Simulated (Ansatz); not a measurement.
# KCoAu3C6N6: gradients before and after relaxing the atoms

Start: an entry of the Crystallography Open Database (COD).

```cif
data_KCoAu3C6N6
_symmetry_space_group_name_H-M 'P312'
_symmetry_Int_Tables_number 149
_cell_length_a 6.8280
_cell_length_b 6.8280
_cell_length_c 7.8081
_cell_angle_alpha 90.000
_cell_angle_beta 90.000
_cell_angle_gamma 120.000
loop_
_atom_site_label
_atom_site_type_symbol
_atom_site_symmetry_multiplicity
_atom_site_Wyckoff_symbol
_atom_site_fract_x
_atom_site_fract_y
_atom_site_fract_z
K K 1 d 0.3333 0.6667 0.5000
Co Co 1 b 0.0000 0.0000 0.5000
C C 6 l 0.9870 0.6500 0.2149
Au Au 3 j 0.9918 0.4959 0.0000
N N 6 l 0.9950 0.7520 0.3341
```

One atom of each set is listed.

Method: Kohn–Sham DFT in Ansatz, PBE, plane waves and PAW, scalar-relativistic, collinear spin, 420 eV cutoff, Γ-centred 5×5×4 k-points, Fermi–Dirac smearing 0.05 eV. Start moments as typed (μB): 2 on each Co, none on the rest.

The largest force at the start is 2.7 eV/Å. Relaxing the ions at fixed cell moves them by 0.037 Å at most (atom 8, C) and 0.031 Å rms. End positions:

K (0.3333, 0.6667, 0.5000)
Co (0.0000, 0.0000, 0.5000)
C (0.9930, 0.6541, 0.2139)
Au (0.9909, 0.4954, 0.0000)
N (0.9980, 0.7526, 0.3380)

| site | moved (Å) | first shell before | first shell after | V_zz before (10²¹ V/m²) | η before |
| --- | --- | --- | --- | --- | --- |
| K | 0.000 | 6 N at 2.95 Å | 6 N at 2.92 Å | 0.83 | 0.00 |
| Co | 0.000 | 6 N at 2.12 Å | 6 N at 2.11 Å | 12.83 | 0.00 |
| C | 0.037 | 1 N at 1.15 Å, 1 Au at 1.99 Å, angle 175° | 1 N at 1.17 Å, 1 Au at 1.99 Å, angle 178° | -5.15 | 0.07 |
| Au | 0.006 | 2 C at 1.99 Å, angle 178° | 2 C at 1.99 Å, angle 179° | -68.9 | 0.08 |
| N | 0.036 | 1 C at 1.15 Å, 1 Co at 2.12 Å, angle 163° | 1 C at 1.17 Å, 1 Co at 2.11 Å, angle 161° | -5.97 | 0.07 |

Task: What are V_zz and η after the relaxation?

Result: 

| site | V_zz after | η after | change of V_zz |
| --- | --- | --- | --- |
| K | 0.94 | 0.00 | +0.11 |
| Co | 12.57 | 0.00 | -0.26 |
| C | -5.05 | 0.08 | +0.10 |
| Au | -68.6 | 0.08 | +0.31 |
| N | -5.56 | 0.08 | +0.41 |

The largest change of V_zz is on N, from -5.97 to -5.56. The whole tensor moves most on Au, by 0.97 along its most changed direction. In per cent, |V_zz| changes by +13 on K, -2 on Co, -2 on C, 0 on Au, -7 on N (all sites that start above 0.5).

Spin–orbit coupling is left out, which shifts gradients on Au by a few per cent in wide-gap crystals, and can shift them far more where the calculated gap is small or absent, as here. With these PAW files V_zz is typically within 2 to 3 % of all-electron values, but misses above 10 % occur on Co. With a gap of 0.4 eV on this mesh, small gradients can still move by 0.1 × 10²¹ V/m² or more as the k-mesh gets denser. All moments are parallel here, as the start or the cell imposes; many such compounds order antiparallel, where fields and spin densities carried over to other atoms largely cancel. The magnetic order is the one that the run reached from its start moments, not necessarily the measured one.
Before: At this cell the principal stresses reach 5 GPa in size with PBE, which can matter for small gradients.
